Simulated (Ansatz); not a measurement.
This cell of HgSe (zinc blende) is off equilibrium:

```yaml
crystal:
  lattice:
    - [0.00000, 3.07333, 3.07333]
    - [3.07333, 0.00000, 3.07333]
    - [3.07333, 3.07333, 0.00000]
  atoms:
    - { symbol: Se, position: [0.75000, 0.75000, 0.75000] }
    - { symbol: Hg, position: [0.00000, 0.00000, 0.00000] }
```

These are PBE (plane waves to 420 eV, PAW, scalar-relativistic; Ansatz, a quantum-chemistry and plane-wave program) values and carry that method's errors. k mesh 13×13×13 (Γ-centred), Fermi-Dirac smearing 0.05 eV. E stands for the smeared free energy. Stress and pressure are positive under compression. At this level the bands of HgSe touch or barely overlap. HgSe was relaxed with its symmetry unable to fall. Spin-orbit coupling is left out, though Hg is heavy. The relaxed volume of HgSe is well above the measured one; the method has no dispersion term.

Question: What is the stress tensor (GPa)?

Answer: 
```
    2.7      0.0      0.0
    0.0      2.7      0.0
    0.0      0.0      2.7
```
The pressure, a third of the trace, is 2.7 GPa.

Question: It is the relaxed cell scaled evenly to V/V₀ = 0.947, atoms relaxed where free. What is its energy relative to the relaxed cell?

Answer: 13 meV/atom.

(Under strain, the slope of the energy per volume gives the stress and its curvature an elastic modulus.)
